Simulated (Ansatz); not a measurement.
Input for Ansatz (plane-wave DFT, PAW):

```yaml
crystal:
  lattice:
    - [6.4718303995, -2.4583318347, 0.0337682924]
    - [6.4718303995, 2.4583318347, 0.0337682924]
    - [-1.3505254149, 0.0, 5.4147734883]
  atoms:
    - { symbol: Ta, position: [0.895132698, 0.3860080248, 0.2674328746] }
    - { symbol: Ta, position: [0.6139919752, 0.104867302, 0.2325671254] }
    - { symbol: Ta, position: [0.104867302, 0.6139919752, 0.7325671254] }
    - { symbol: Ta, position: [0.3860080248, 0.895132698, 0.7674328746] }
    - { symbol: O, position: [0.896976336, 0.103023664, 0.25] }
    - { symbol: O, position: [0.103023664, 0.896976336, 0.75] }
    - { symbol: O, position: [0.3364160466, 0.4421329677, 1.0225595921] }
    - { symbol: O, position: [0.5578670323, 0.6635839534, 0.4774404079] }
    - { symbol: O, position: [0.6635839534, 0.5578670323, -0.0225595921] }
    - { symbol: O, position: [0.4421329677, 0.3364160466, 0.5225595921] }
    - { symbol: O, position: [0.8656448337, 0.7240061303, 0.3719488928] }
    - { symbol: O, position: [0.2759938697, 0.1343551663, 0.1280511072] }
    - { symbol: O, position: [0.1343551663, 0.2759938697, 0.6280511072] }
    - { symbol: O, position: [0.7240061303, 0.8656448337, 0.8719488928] }
basis:
  ecutwfc: 420
kpoints:
  mp_grid: { grid: [6, 6, 4] }
hamiltonian:
  xc: pbesol
scf:
  occupations: { method: gaussian, width: 0.02 }
output:
  forces: true
  stress: true
  eigenvalues: true
relax:
  adjacent_minimum: "off"
  f_tol: 0.01
  max_steps: 30
  cell: { stress_tol: 0.1, fix: [volume] }
```

Run as
```bash
ansatz run input.yaml --threads 4 --pin off --max-ram 10240MiB --backend cpu --events-out ev --progress --plain --runs-dir out
```

Theory: DFT PBEsol, scalar-relativistic, plane waves, PAW in Ansatz 0.2.0.

Part of what the program printed, abridged:

```
Pseudopotentials: kind: paw
Pseudopotential: Ta, paw, valence charge 13, recommended cutoff 420 eV (normal)
Pseudopotential: O, paw, valence charge 6, recommended cutoff 420 eV (normal)
Functional definition: PBEsol
Crystal: 14 atoms, lattice volume = 172.521 Å³
Basis set: ecut = 420 eV, 3395 PW (Γ), exchange–correlation on 96×96×80 points (8 copies of the dense FFT grid, shifted against one another)
Bands: 70, of which v1, the nominal top of the filled ones, is band 56 counted from 1 (55 counted from 0)
Symmetry: 4 space group operations
Space group: C2/c (ITA 15), of the structure as read, at distance tolerance 5.6e-5 Å
k-points: 47 of 144
Initial density: superposition of atomic densities (neutral atoms: chi_scale 0, normalization atom), corrected by the library's trained network
Initial wavefunctions: pseudopotential atomic-orbital guess
Functional: x = pbesol(κ = 0.804, μ = 0.12345679), c = pbesol(β = 0.046)
SCF iter   1: F=—  HF=-44849.256671 eV  |F-HF|=—  |Δ(HF+E_count)|=         —  Δρ=1.95e-2  dr2=5.91e-1  ethr=1.77e-3  ⟨swp⟩=6.0  Hψ=12604  notcnv=0  defer=95
SCF iter   2: F=—  HF=-44849.137236 eV  |F-HF|=—  |Δ(HF+E_count)|=   1.19e-1  Δρ=5.77e-3  dr2=4.14e-2  ethr=5.28e-4  ⟨swp⟩=2.0  Hψ=5562  notcnv=0  defer=349
SCF iter   3: F=—  HF=-44849.129075 eV  |F-HF|=—  |Δ(HF+E_count)|=   8.16e-3  Δρ=1.49e-3  dr2=2.20e-3  ethr=3.70e-5  ⟨swp⟩=2.0  Hψ=4880  notcnv=0  defer=349
SCF iter   4: F=—  HF=-44849.129591 eV  |F-HF|=—  |Δ(HF+E_count)|=   5.17e-4  Δρ=7.59e-4  dr2=7.97e-4  ethr=1.97e-6  ⟨swp⟩=2.7  Hψ=5197  notcnv=0  defer=349
SCF iter   5: F=—  HF=-44849.129519 eV  |F-HF|=—  |Δ(HF+E_count)|=   7.24e-5  Δρ=1.46e-4  dr2=3.44e-5  ethr=7.12e-7  ⟨swp⟩=2.0  Hψ=4561  notcnv=0  defer=349
SCF iter   6: F=—  HF=-44849.129526 eV  |F-HF|=—  |Δ(HF+E_count)|=   7.46e-6  Δρ=6.55e-5  dr2=8.37e-6  ethr=3.07e-8  ⟨swp⟩=2.0  Hψ=4821  notcnv=0  defer=349
SCF iter   7: F=—  HF=-44849.129526 eV  |F-HF|=—  |Δ(HF+E_count)|=   4.52e-7  Δρ=2.44e-5  dr2=1.39e-6  ethr=7.48e-9  ⟨swp⟩=2.1  Hψ=4223  notcnv=0  defer=349
SCF iter   8: F=—  HF=-44849.129526 eV  |F-HF|=—  |Δ(HF+E_count)|=   1.04e-7  Δρ=1.88e-5  dr2=5.20e-7  ethr=1.24e-9  ⟨swp⟩=2.0  Hψ=4669  notcnv=0  defer=349
SCF iter   9: F=-44849.129526 eV  HF=-44849.129526 eV  |F-HF|=4.71e-9  |Δ(HF+E_count)|=   7.27e-8  Δρ=2.14e-6  dr2=1.07e-8  ethr=8.93e-11  ⟨swp⟩=10.0  Hψ=15297  notcnv=0
SCF 1 converged in 9 iterations: F = -44849.129526 eV  dr2 = 1.07e-8
relax step   1: F+E_penalty+E_count = -44849.12952608 eV  Δ(F+E_penalty+E_count) = +0.000e0 eV  max|allowed force component| = 3.904e-1 eV/Å  Δτ_max = 0.0000 Å  P = -7.395 GPa  Ω = 172.521 Å³  fix = [volume]  reactions: volume -7.395 GPa (9 SCF iters, dr2 threshold 1.00e-7 eV, accepted)
Initial density: handed on by an earlier stage of this run
Initial wavefunctions: those handed on with the density
SCF iter   1: F=—  HF=-44849.192236 eV  |F-HF|=—  |Δ(HF+E_count)|=         —  Δρ=5.46e-3  dr2=2.81e-2  ethr=2.44e-5  ⟨swp⟩=3.8  Hψ=17184  notcnv=0
SCF iter   2: F=—  HF=-44849.188083 eV  |F-HF|=—  |Δ(HF+E_count)|=   4.15e-3  Δρ=2.90e-3  dr2=7.82e-3  ethr=2.44e-5  ⟨swp⟩=2.0  Hψ=3948  notcnv=0
SCF iter   3: F=—  HF=-44849.187216 eV  |F-HF|=—  |Δ(HF+E_count)|=   8.67e-4  Δρ=1.26e-3  dr2=2.38e-3  ethr=6.98e-6  ⟨swp⟩=2.0  Hψ=5584  notcnv=0
SCF iter   4: F=—  HF=-44849.186798 eV  |F-HF|=—  |Δ(HF+E_count)|=   4.18e-4  Δρ=2.31e-4  dr2=1.04e-4  ethr=2.13e-6  ⟨swp⟩=2.0  Hψ=4929  notcnv=0
SCF iter   5: F=—  HF=-44849.186815 eV  |F-HF|=—  |Δ(HF+E_count)|=   1.64e-5  Δρ=8.56e-5  dr2=1.20e-5  ethr=9.31e-8  ⟨swp⟩=2.3  Hψ=5225  notcnv=0
SCF iter   6: F=—  HF=-44849.186819 eV  |F-HF|=—  |Δ(HF+E_count)|=   4.63e-6  Δρ=6.35e-5  dr2=6.46e-6  ethr=1.07e-8  ⟨swp⟩=2.0  Hψ=5154  notcnv=0
SCF iter   7: F=-44849.186820 eV  HF=-44849.186819 eV  |F-HF|=4.46e-7  |Δ(HF+E_count)|=   3.40e-7  Δρ=1.07e-5  dr2=3.86e-7  ethr=1.25e-9  ⟨swp⟩=5.9  Hψ=14662  notcnv=0
SCF 2 converged in 7 iterations: F = -44849.186820 eV  dr2 = 3.86e-7
relax step   2: F+E_penalty+E_count = -44849.18681992 eV  Δ(F+E_penalty+E_count) = -5.729e-2 eV  max|allowed force component| = 1.379e-1 eV/Å  Δτ_max = 0.0586 Å  P = -3.987 GPa  Ω = 172.521 Å³  energy of the carried Pulay correction = -6.666e-16 eV  fix = [volume]  reactions: volume -3.987 GPa (7 SCF iters, dr2 threshold 1.40e-6 eV, accepted)
Basis set: ecut = 420 eV, 3387 PW (Γ), exchange–correlation on 96×96×80 points (8 copies of the dense FFT grid, shifted against one another)
SCF iter   1: F=—  HF=-44849.191934 eV  |F-HF|=—  |Δ(HF+E_count)|=         —  Δρ=1.16e-3  dr2=1.31e-3  ethr=1.16e-6  ⟨swp⟩=4.0  Hψ=16341  notcnv=0
SCF iter   2: F=—  HF=-44849.191787 eV  |F-HF|=—  |Δ(HF+E_count)|=   1.47e-4  Δρ=6.48e-4  dr2=4.42e-4  ethr=1.16e-6  ⟨swp⟩=1.0  Hψ=3290  notcnv=0
SCF iter   3: F=—  HF=-44849.191767 eV  |F-HF|=—  |Δ(HF+E_count)|=   1.97e-5  Δρ=3.25e-4  dr2=1.64e-4  ethr=3.94e-7  ⟨swp⟩=2.0  Hψ=4898  notcnv=0
SCF iter   4: F=—  HF=-44849.191738 eV  |F-HF|=—  |Δ(HF+E_count)|=   2.93e-5  Δρ=6.29e-5  dr2=6.48e-6  ethr=1.46e-7  ⟨swp⟩=2.0  Hψ=4800  notcnv=0
SCF iter   5: F=—  HF=-44849.191740 eV  |F-HF|=—  |Δ(HF+E_count)|=   2.12e-6  Δρ=2.89e-5  dr2=1.48e-6  ethr=1.06e-9  ⟨swp⟩=9.4  Hψ=16085  notcnv=0
SCF iter   6: F=-44849.191740 eV  HF=-44849.191740 eV  |F-HF|=7.01e-8  |Δ(HF+E_count)|=   3.55e-8  Δρ=1.15e-5  dr2=2.28e-7  ethr=1.06e-9  ⟨swp⟩=4.3  Hψ=10688  notcnv=0
SCF 3 converged in 6 iterations: F = -44849.191740 eV  dr2 = 2.28e-7
relax step   3: F+E_penalty+E_count = -44849.19173984 eV  Δ(F+E_penalty+E_count) = -4.920e-3 eV  max|allowed force component| = 7.530e-2 eV/Å  Δτ_max = 0.0127 Å  P = -3.519 GPa  Ω = 172.521 Å³  energy of the carried Pulay correction = -3.999e-16 eV  fix = [volume]  reactions: volume -3.519 GPa (6 SCF iters, dr2 threshold 1.19e-6 eV, accepted)
Basis set: ecut = 420 eV, 3391 PW (Γ), exchange–correlation on 96×96×80 points (8 copies of the dense FFT grid, shifted against one another)
SCF iter   1: F=—  HF=-44849.193193 eV  |F-HF|=—  |Δ(HF+E_count)|=         —  Δρ=5.67e-4  dr2=2.92e-4  ethr=2.73e-7  ⟨swp⟩=3.4  Hψ=12833  notcnv=0  defer=1
SCF iter   2: F=—  HF=-44849.193150 eV  |F-HF|=—  |Δ(HF+E_count)|=   4.32e-5  Δρ=2.90e-4  dr2=7.63e-5  ethr=2.61e-7  ⟨swp⟩=2.1  Hψ=4625  notcnv=0
SCF iter   3: F=—  HF=-44849.193142 eV  |F-HF|=—  |Δ(HF+E_count)|=   8.58e-6  Δρ=1.42e-4  dr2=2.32e-5  ethr=6.81e-8  ⟨swp⟩=2.2  Hψ=4878  notcnv=0
SCF iter   4: F=—  HF=-44849.193138 eV  |F-HF|=—  |Δ(HF+E_count)|=   3.36e-6  Δρ=2.07e-5  dr2=7.46e-7  ethr=2.07e-8  ⟨swp⟩=2.0  Hψ=4681  notcnv=0
SCF iter   5: F=—  HF=-44849.193138 eV  |F-HF|=—  |Δ(HF+E_count)|=   1.37e-7  Δρ=1.62e-5  dr2=3.99e-7  ethr=3.16e-10  ⟨swp⟩=10.3  Hψ=16459  notcnv=0
SCF iter   6: F=-44849.193138 eV  HF=-44849.193138 eV  |F-HF|=3.28e-9  |Δ(HF+E_count)|=   5.26e-8  Δρ=3.03e-6  dr2=1.92e-8  ethr=3.16e-10  ⟨swp⟩=4.0  Hψ=10071  notcnv=0
SCF 4 converged in 6 iterations: F = -44849.193138 eV  dr2 = 1.92e-8
relax step   4: F+E_penalty+E_count = -44849.19313839 eV  Δ(F+E_penalty+E_count) = -1.399e-3 eV  max|allowed force component| = 3.459e-2 eV/Å  Δτ_max = 0.0039 Å  P = -3.523 GPa  Ω = 172.521 Å³  fix = [volume]  reactions: volume -3.523 GPa (6 SCF iters, dr2 threshold 3.54e-7 eV, accepted)
SCF iter   1: F=—  HF=-44849.193665 eV  |F-HF|=—  |Δ(HF+E_count)|=         —  Δρ=4.76e-4  dr2=2.49e-4  ethr=2.05e-7  ⟨swp⟩=2.6  Hψ=12443  notcnv=0
SCF iter   2: F=—  HF=-44849.193629 eV  |F-HF|=—  |Δ(HF+E_count)|=   3.56e-5  Δρ=2.46e-4  dr2=6.40e-5  ethr=2.05e-7  ⟨swp⟩=2.9  Hψ=5267  notcnv=0
SCF iter   3: F=—  HF=-44849.193610 eV  |F-HF|=—  |Δ(HF+E_count)|=   1.90e-5  Δρ=1.32e-4  dr2=2.34e-5  ethr=5.71e-8  ⟨swp⟩=2.0  Hψ=4783  notcnv=0
SCF iter   4: F=—  HF=-44849.193606 eV  |F-HF|=—  |Δ(HF+E_count)|=   4.32e-6  Δρ=1.91e-5  dr2=5.32e-7  ethr=2.09e-8  ⟨swp⟩=2.0  Hψ=4888  notcnv=0
SCF iter   5: F=—  HF=-44849.193606 eV  |F-HF|=—  |Δ(HF+E_count)|=   1.29e-7  Δρ=1.16e-5  dr2=1.86e-7  ethr=6.68e-11  ⟨swp⟩=10.8  Hψ=17542  notcnv=0
SCF iter   6: F=-44849.193606 eV  HF=-44849.193606 eV  |F-HF|=1.64e-9  |Δ(HF+E_count)|=   2.65e-8  Δρ=2.47e-6  dr2=1.11e-8  ethr=6.68e-11  ⟨swp⟩=5.0  Hψ=10941  notcnv=0
SCF 5 converged in 6 iterations: F = -44849.193606 eV  dr2 = 1.11e-8
relax step   5: F+E_penalty+E_count = -44849.19360592 eV  Δ(F+E_penalty+E_count) = -4.675e-4 eV  max|allowed force component| = 1.970e-2 eV/Å  Δτ_max = 0.0041 Å  P = -3.506 GPa  Ω = 172.521 Å³  fix = [volume]  reactions: volume -3.506 GPa (6 SCF iters, dr2 threshold 7.48e-8 eV, accepted)
SCF iter   1: F=—  HF=-44849.193673 eV  |F-HF|=—  |Δ(HF+E_count)|=         —  Δρ=5.40e-4  dr2=3.65e-4  ethr=2.71e-7  ⟨swp⟩=4.3  Hψ=14081  notcnv=0  defer=2
SCF iter   2: F=—  HF=-44849.193608 eV  |F-HF|=—  |Δ(HF+E_count)|=   6.45e-5  Δρ=2.97e-4  dr2=1.02e-4  ethr=2.71e-7  ⟨swp⟩=2.0  Hψ=4822  notcnv=0
SCF iter   3: F=—  HF=-44849.193590 eV  |F-HF|=—  |Δ(HF+E_count)|=   1.85e-5  Δρ=1.60e-4  dr2=3.92e-5  ethr=9.11e-8  ⟨swp⟩=2.1  Hψ=4886  notcnv=0
SCF iter   4: F=—  HF=-44849.193572 eV  |F-HF|=—  |Δ(HF+E_count)|=   1.72e-5  Δρ=2.53e-5  dr2=7.70e-7  ethr=3.50e-8  ⟨swp⟩=2.0  Hψ=4844  notcnv=0
SCF iter   5: F=—  HF=-44849.193576 eV  |F-HF|=—  |Δ(HF+E_count)|=   3.99e-6  Δρ=1.28e-5  dr2=2.46e-7  ethr=6.87e-10  ⟨swp⟩=2.0  Hψ=5151  notcnv=0
SCF iter   6: F=-44849.193576 eV  HF=-44849.193576 eV  |F-HF|=6.82e-9  |Δ(HF+E_count)|=   2.98e-8  Δρ=3.46e-6  dr2=1.74e-8  ethr=2.17e-11  ⟨swp⟩=8.2  Hψ=16517  notcnv=0
SCF 6 converged in 6 iterations: F = -44849.193576 eV  dr2 = 1.74e-8
relax step   6: F+E_penalty+E_count = -44849.19357646 eV  Δ(F+E_penalty+E_count) = +2.946e-5 eV  max|allowed force component| = 1.617e-2 eV/Å  Δτ_max = 0.0051 Å  P = -3.470 GPa  Ω = 172.521 Å³  fix = [volume]  (6 SCF iters, dr2 threshold 2.43e-8 eV, rejected (line search))
SCF iter   1: F=—  HF=-44849.193826 eV  |F-HF|=—  |Δ(HF+E_count)|=         —  Δρ=3.75e-4  dr2=1.68e-4  ethr=1.16e-7  ⟨swp⟩=4.2  Hψ=14128  notcnv=0  defer=3
SCF iter   2: F=—  HF=-44849.193791 eV  |F-HF|=—  |Δ(HF+E_count)|=   3.49e-5  Δρ=2.05e-4  dr2=5.08e-5  ethr=1.16e-7  ⟨swp⟩=2.0  Hψ=5191  notcnv=0
SCF iter   3: F=—  HF=-44849.193773 eV  |F-HF|=—  |Δ(HF+E_count)|=   1.77e-5  Δρ=7.11e-5  dr2=7.89e-6  ethr=4.53e-8  ⟨swp⟩=2.0  Hψ=4751  notcnv=0
SCF iter   4: F=—  HF=-44849.193773 eV  |F-HF|=—  |Δ(HF+E_count)|=   7.24e-7  Δρ=1.68e-5  dr2=3.92e-7  ethr=7.05e-9  ⟨swp⟩=2.0  Hψ=4975  notcnv=0
SCF iter   5: F=—  HF=-44849.193773 eV  |F-HF|=—  |Δ(HF+E_count)|=   5.14e-8  Δρ=5.29e-6  dr2=5.64e-8  ethr=3.50e-10  ⟨swp⟩=2.0  Hψ=4859  notcnv=0
SCF iter   6: F=—  HF=-44849.193773 eV  |F-HF|=—  |Δ(HF+E_count)|=   2.99e-9  Δρ=3.23e-6  dr2=1.55e-8  ethr=5.03e-11  ⟨swp⟩=2.0  Hψ=5055  notcnv=0
SCF iter   7: F=—  HF=-44849.193773 eV  |F-HF|=—  |Δ(HF+E_count)|=  5.09e-11  Δρ=7.19e-7  dr2=1.05e-9  ethr=1.38e-11  ⟨swp⟩=2.0  Hψ=4877  notcnv=0
SCF iter   8: F=-44849.193773 eV  HF=-44849.193773 eV  |F-HF|=4.37e-11  |Δ(HF+E_count)|=  5.46e-10  Δρ=1.27e-7  dr2=4.17e-11  ethr=1.00e-12  ⟨swp⟩=8.9  Hψ=13988  notcnv=0
SCF 7 converged in 8 iterations: F = -44849.193773 eV  dr2 = 4.17e-11
relax step   7: F+E_penalty+E_count = -44849.19377257 eV  Δ(F+E_penalty+E_count) = -1.667e-4 eV  max|allowed force component| = 5.512e-3 eV/Å  Δτ_max = 0.0030 Å  P = -3.476 GPa  Ω = 172.521 Å³  energy of the carried Pulay correction = -1.333e-16 eV  fix = [volume]  reactions: volume -3.476 GPa (8 SCF iters, accepted)
Initial wavefunctions: pseudopotential atomic-orbital guess (no wavefunctions were taken with the density)
SCF iter   1: F=—  HF=-44849.194247 eV  |F-HF|=—  |Δ(HF+E_count)|=         —  Δρ=1.26e-4  dr2=1.63e-6  ethr=5.53e-8  ⟨swp⟩=4.1  Hψ=22461  notcnv=0
SCF iter   2: F=—  HF=-44849.194359 eV  |F-HF|=—  |Δ(HF+E_count)|=   1.13e-4  Δρ=6.42e-5  dr2=4.24e-7  ethr=1.45e-9  ⟨swp⟩=2.1  Hψ=4908  notcnv=0
SCF iter   3: F=—  HF=-44849.194399 eV  |F-HF|=—  |Δ(HF+E_count)|=   3.99e-5  Δρ=5.36e-6  dr2=3.77e-8  ethr=3.78e-10  ⟨swp⟩=2.0  Hψ=5170  notcnv=0
SCF iter   4: F=—  HF=-44849.194399 eV  |F-HF|=—  |Δ(HF+E_count)|=   6.65e-9  Δρ=1.12e-6  dr2=6.46e-10  ethr=3.37e-11  ⟨swp⟩=2.0  Hψ=4792  notcnv=0
SCF iter   5: F=-44849.194399 eV  HF=-44849.194399 eV  |F-HF|=2.26e-10  |Δ(HF+E_count)|=   2.43e-9  Δρ=4.64e-7  dr2=2.98e-10  ethr=1.00e-12  ⟨swp⟩=4.7  Hψ=11056  notcnv=0
SCF 8 converged in 5 iterations: F = -44849.194399 eV  dr2 = 2.98e-10
SCF converged after 5 iterations
Free energy (F): -44849.194399 eV
Harris-Foulkes:  -44849.194399 eV  (|F-HF|=2.26e-10)
Internal energy: -44849.194399 eV  (E = F + TS)
E sigma→0 (E₀):  -44849.194399 eV
Fermi energy:    9.835240 eV
--- Per-component energies (eV) ---
  E_band       = -917.438235
  E_kinetic    = 3191.448545
  E_local      = -7225.314595  (includes V_loc(G=0)·N_el)
  E_nonlocal   = 551.030698
  E_hartree    = 2561.112512
  E_xc         = -1587.566784
  E_vxc        = -1738.168634  (∫ρ·V_xc dr)
  E_paw        = -34614.553012  (= ΣΔE_a)
  E_vpaw       = -818.684780  (= ΣTr[D̂ρ^β])
  E_aug_tail   = 0.025135  (compensation charges beyond the density's cutoff)
  E_ewald      = -7726.584363
  E_core_change = 1.207465  (= ΣΔE_core)
  E_smearing   =  0.000000  (= −TS)
--- Forces (eV/Å), atoms counted from 1 ---
  atom   1  Ta     0.00401789     0.00173803    -0.00552210
  atom   2  Ta    -0.00401789     0.00173803     0.00552210
  atom   3  Ta    -0.00401789    -0.00173803     0.00552210
  atom   4  Ta     0.00401789    -0.00173803    -0.00552210
  atom   5  O      0.00000000    -0.00421394     0.00000000
  atom   6  O      0.00000000     0.00421394     0.00000000
  atom   7  O      0.00059064    -0.00318385    -0.00167581
  atom   8  O     -0.00059064    -0.00318385     0.00167581
  atom   9  O     -0.00059064     0.00318385     0.00167581
  atom  10  O      0.00059064     0.00318385    -0.00167581
  atom  11  O      0.00044331     0.00201511    -0.00115544
  atom  12  O     -0.00044331     0.00201511     0.00115544
  atom  13  O     -0.00044331    -0.00201511     0.00115544
  atom  14  O      0.00044331    -0.00201511    -0.00115544
--- Stress (GPa, compression-positive) ---
       -3.467723       0.000000       0.090618
        0.000000      -3.479701       0.000000
        0.090618       0.000000      -3.470705
  P = ⅓ Tr σ = -3.4727 GPa (-34.727 kbar)
--- Band table (eV; the first three rows and the last of 47) ---
  k-point 0: bands = ["-59.0347", "-59.0288", "-59.0283", "-59.0279", "-25.7782", "-25.7781", "-25.7248", "-25.7132", "-25.6713", "-25.6562", "-25.5861", "-25.5616", "-25.5605", "-25.5509", "-25.5480", "-25.5265", "-9.6235", "-8.7299", "-8.7110", "-8.4669", "-8.1723", "-8.0506", "-7.7372", "-7.6230", "-7.4804", "-7.4444", "2.6142", "3.0192", "3.2007", "3.3666", "3.4699", "3.5194", "3.5953", "3.7997", "4.1859", "4.5809", "4.7286", "4.9313", "5.1505", "5.5899", "5.9277", "6.0141", "6.3536", "6.3731", "6.4299", "6.4328", "6.8725", "7.0094", "7.1270", "7.1406", "7.4725", "7.5758", "7.5902", "7.7503", "7.9219", "8.2917", "11.6840", "11.7330", "12.3313", "12.3446", "12.5932", "12.8753", "13.1451", ...
  k-point 1: bands = ["-59.0340", "-59.0301", "-59.0281", "-59.0276", "-25.7706", "-25.7660", "-25.7092", "-25.6964", "-25.6651", "-25.6598", "-25.6000", "-25.5913", "-25.5670", "-25.5615", "-25.5445", "-25.5273", "-9.4378", "-8.6987", "-8.5696", "-8.3789", "-8.1441", "-8.0734", "-7.8699", "-7.7551", "-7.6627", "-7.5825", "2.8469", "3.1008", "3.2010", "3.4058", "3.6788", "3.8046", "3.9264", "4.0450", "4.3662", "4.4227", "4.6507", "4.9695", "5.0833", "5.4211", "5.4476", "5.9067", "5.9690", "6.4178", "6.4185", "6.4854", "6.6605", "6.7551", "6.8926", "7.0961", "7.2640", "7.5816", "7.6100", "7.7894", "7.9018", "8.2186", "11.7838", "12.0147", "12.3577", "12.5096", "12.5656", "13.0078", "13.0358", ...
  k-point 2: bands = ["-59.0322", "-59.0322", "-59.0277", "-59.0277", "-25.7579", "-25.7579", "-25.6748", "-25.6748", "-25.6627", "-25.6627", "-25.6225", "-25.6225", "-25.5791", "-25.5791", "-25.5341", "-25.5341", "-8.9923", "-8.9923", "-8.2579", "-8.2579", "-8.0418", "-8.0418", "-7.9847", "-7.9847", "-7.8754", "-7.8754", "3.1678", "3.1678", "3.4597", "3.4597", "3.7289", "3.7289", "4.3502", "4.3502", "4.4764", "4.4764", "4.8972", "4.8972", "5.2853", "5.2853", "5.4361", "5.4361", "5.6853", "5.6853", "6.1084", "6.1084", "6.6212", "6.6212", "6.8471", "6.8471", "7.5806", "7.5806", "7.6911", "7.6911", "8.0127", "8.0127", "11.9800", "11.9800", "12.4234", "12.4234", "13.0466", "13.0466", "13.6297", ...
  k-point 46: bands = ["-59.0318", "-59.0318", "-59.0281", "-59.0281", "-25.7425", "-25.7425", "-25.6788", "-25.6788", "-25.6543", "-25.6543", "-25.6007", "-25.6007", "-25.5831", "-25.5831", "-25.5728", "-25.5728", "-8.7941", "-8.7941", "-8.4189", "-8.4189", "-8.1781", "-8.1781", "-7.9396", "-7.9396", "-7.8377", "-7.8377", "3.0883", "3.0883", "3.4713", "3.4713", "3.7704", "3.7704", "4.4324", "4.4324", "4.5571", "4.5571", "5.0398", "5.0398", "5.1345", "5.1345", "5.5347", "5.5347", "5.7239", "5.7239", "6.0827", "6.0827", "6.4567", "6.4567", "6.8550", "6.8550", "7.3905", "7.3905", "7.8295", "7.8295", "8.0067", "8.0067", "11.5312", "11.5312", "12.7855", "12.7855", "12.9789", "12.9789", "13.7744" ...
--- Relaxed structure (7 steps of the walk, 6 accepted, 1 SCFs on fresh bases) ---
  F+E_penalty+E_count = -44849.19439915 eV   max|allowed force component| = 5.522e-3 eV/Å   (the final SCF, on the basis selected at the relaxed cell)
  cell:  # Å, volume = 172.5213 Å³
    - [6.44739515, -2.46111580, 0.07884886]
    - [6.44739515, 2.46111580, 0.07884886]
    - [-1.30773727, 0.0, 5.42021917]
  atoms:
    - { symbol: Ta, position: [0.89494217, 0.38838552, 0.27148152] }
    - { symbol: Ta, position: [0.61161447, 0.10505782, 0.22851847] }
    - { symbol: Ta, position: [0.10505782, 0.61161447, 0.72851847] }
    - { symbol: Ta, position: [0.38838552, 0.89494217, 0.77148152] }
    - { symbol: O, position: [0.88480178, 0.11519821, 0.25] }
    - { symbol: O, position: [0.11519821, 0.88480178, 0.75] }
    - { symbol: O, position: [0.33857354, 0.43419217, 1.01162998] }
    - { symbol: O, position: [0.56580782, 0.66142645, 0.48837001] }
    - { symbol: O, position: [0.66142645, 0.56580782, -0.01162998] }
    - { symbol: O, position: [0.43419217, 0.33857354, 0.51162998] }
    - { symbol: O, position: [0.86301331, 0.72797339, 0.37243401] }
    - { symbol: O, position: [0.27202660, 0.13698668, 0.12756598] }
    - { symbol: O, position: [0.13698668, 0.27202660, 0.62756598] }
    - { symbol: O, position: [0.72797339, 0.86301331, 0.87243401] }
```

The relaxation met its thresholds.

Time: 3.6 min on 4 threads of AMD EPYC (Zen 3), on a shared host, peak memory 0.91 GiB.

Spin–orbit coupling is left out, which can shift energies with elements as heavy as these.